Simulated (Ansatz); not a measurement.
BP:
```
CELL_PARAMETERS angstrom
      0.00000     2.26010     2.26010
      2.26010     0.00000     2.26010
      2.26010     2.26010     0.00000
ATOMIC_POSITIONS crystal
  B  0.00000 0.00000 0.00000
  P  0.75000 0.75000 0.75000
```

Tensor components refer to the Cartesian frame of this cell.

Task: Give the proper piezoelectric stress tensor with relaxed ions from the program Ansatz at the PBEsol level (PAW).

Result: In C/m², rows x, y, z, Voigt columns; mesh uncertainty up to 0.01.
```
0.00  0.00  0.00  0.11  0.00  0.00
0.00  0.00  0.00  0.00  0.11  0.00
0.00  0.00  0.00  0.00  0.00  0.11
```

The elastic tensor of the same run (GPa):

|  | 1 | 2 | 3 | 4 | 5 | 6 |
|---|---|---|---|---|---|---|
| 1 | 346 | 81.1 | 81.1 | 0.0 | 0.0 | 0.0 |
| 2 | 81.1 | 346 | 81.1 | 0.0 | 0.0 | 0.0 |
| 3 | 81.1 | 81.1 | 346 | 0.0 | 0.0 | 0.0 |
| 4 | 0.0 | 0.0 | 0.0 | 188 | 0.0 | 0.0 |
| 5 | 0.0 | 0.0 | 0.0 | 0.0 | 188 | 0.0 |
| 6 | 0.0 | 0.0 | 0.0 | 0.0 | 0.0 | 188 |

Task: Convert to strain constants d = e·S.

Result: In pC/N:
```
0.0  0.0  0.0  0.6  0.0  0.0
0.0  0.0  0.0  0.0  0.6  0.0
0.0  0.0  0.0  0.0  0.0  0.6
```

Space group F-43m (zinc blende). Symmetry was held in the PBEsol relaxation.

Potentials: the earlier of the program's two PAW sets.
